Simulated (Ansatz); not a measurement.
Task: Ga (α-Ga, Cmce) is relaxed with PBEsol in the plane-wave PAW code Ansatz. What lattice parameters of the conventional cell result?

Result: a = 4.479 Å, b = 7.596 Å, c = 4.486 Å.

Task: Give the free coordinates with the occupied sites.

Result: In one choice of origin and axes:

```
atom  site  symmetry       x       y       z
----  ----  --------  ------  ------  ------
Ga      8f       m..  0.0000  0.3441  0.4166
```

The PBEsol relaxation kept the symmetry of its start. Axis ratios of metals converge slowly with the k-mesh, so a and c are less sure than the volume.

Potentials: the earlier of the program's two PAW sets.
